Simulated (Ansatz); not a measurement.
## Deforming Sb

```
Sb
1.0
     3.16000    0.00000    0.00000
     0.00000    3.16000    0.00000
     0.00000    0.00000    3.16000
Sb
1
Direct
  0.00000 0.00000 0.00000
```

The conventional cell has a = 3.160 Å, b = 3.160 Å, c = 3.160 Å, α = 90.00°, β = 90.00°, γ = 90.00°. Sb (atom 1) is surrounded by 6 Sb at 3.16 Å.

The geometry is COD entry 9013008, unchecked; take it as a test cell.

No spin–orbit coupling, which matters for the heavy atoms here.

All numbers below come from DFT, PBEsol, all-electron LAPW, scalar-relativistic in Ansatz 0.2.0.

Sampling and basis: a Γ-centred 13×13×13 k mesh, Fermi–Dirac smearing of 0.05 eV, basis error target 1 meV/atom, no spin polarisation.

The unchanged cell is at -4.90 GPa.

In a metal, stresses and small energies carry noise from the k mesh.

x, y and z are the Cartesian axes of the cell as listed; fractional coordinates follow a strain, and an engineering shear is twice the off-diagonal strain component.

Question: One change gave: energy change +3 meV/atom; stress change (xx, yy, zz, yz, xz, xy) -0.01, -0.01, -0.01, 0.45, 0.45, 0.45 GPa, compression positive. Which change was it?
A. equal xy, yz and zx engineering shear strains of +2 %
B. equal xy, yz and zx engineering shear strains of +1 %
C. equal xy, yz and zx engineering shear strains of -2 %
D. equal xy, yz and zx engineering shear strains of -3 %
E. equal xy, yz and zx engineering shear strains of +3 %
F. equal xy, yz and zx engineering shear strains of -1 %

Answer: D. For equal xy, yz and zx engineering shear strains of -1 %: energy change under 1 meV/atom; stress change (xx, yy, zz, yz, xz, xy) 0.00, 0.00, 0.00, 0.14, 0.14, 0.14 GPa, compression positive. For equal xy, yz and zx engineering shear strains of +2 %: energy change +2 meV/atom; stress change (xx, yy, zz, yz, xz, xy) 0.00, 0.00, 0.00, -0.34, -0.34, -0.34 GPa, compression positive. For equal xy, yz and zx engineering shear strains of -2 %: energy change +1 meV/atom; stress change (xx, yy, zz, yz, xz, xy) -0.01, -0.01, -0.01, 0.30, 0.30, 0.30 GPa, compression positive. For equal xy, yz and zx engineering shear strains of +1 %: energy change under 1 meV/atom; stress change (xx, yy, zz, yz, xz, xy) 0.00, 0.00, 0.00, -0.15, -0.15, -0.15 GPa, compression positive. For equal xy, yz and zx engineering shear strains of +3 %: energy change +4 meV/atom; stress change (xx, yy, zz, yz, xz, xy) 0.01, 0.01, 0.01, -0.52, -0.52, -0.52 GPa, compression positive.
